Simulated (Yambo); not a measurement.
Yambo run on CaC2 (space group I4/mmm, No. 139). The wavefunctions are PBEsol (Quantum ESPRESSO, PseudoDojo norm-conserving, 82 Ry, without SOC) ones on a 6×6×6 mesh (9 occupied bands); a = b = c = 4.1637 Å, α = β = 125.39°, γ = 80.89°.

Yambo input:

```
rim_cut
gw0
dyson
el_el_corr
HF_and_locXC
ppa
em1d
RandQpts= 1000000
RandGvec= 1 Ry
EXXRLvcs= 82 Ry
VXCRLvcs= 328 Ry
Chimod= "HARTREE"
% BndsRnXp
 1 | 88 |
%
NGsBlkXp= 8 Ry
% LongDrXp
 1.0 | 1.0 | 1.0 |
%
PPAPntXp= 27.2114 eV
% GbndRnge
 1 | 56 |
%
GTermKind= "none"
DysSolver= "n"
ExtendOut
% QPkrange
 4 | 4 | 9 | 10 |
 30 | 30 | 9 | 9 |
%
```

k points by index: 4 = X, 30 = Z.

The o-*.qp file then holds:

```
#    K-point    Band    Eo [eV]    E [eV]    E-Eo [eV]    Vxc [eV]    Vnlxc [eV]    Sc|Eo [eV]    Sc|E [eV]    dSc/dw|Eo [eV]    Re(Z)    Im(Z)
#
    4    9    -1.110347    -1.872965    -0.762617    -14.12223    -18.53846    3.435708    3.653616    -7.772459    0.777818    -0.002646
    4    10    1.042700    2.153388    1.110689    -10.67163    -6.392261    -2.931622    -3.168679    -5.807330    0.824118    -0.001165
    30    9    0.000000    -0.581889    -0.581889    -14.95581    -18.92122    3.220644    3.383516    -7.614851    0.781344    -0.001477
```
(The two width columns are left out.) Convergence of these settings isn't established.

Geometry relaxed with PBEsol.

The structure is a Materials Project entry; no match was found in the copy of COD used, and its stability was not checked.
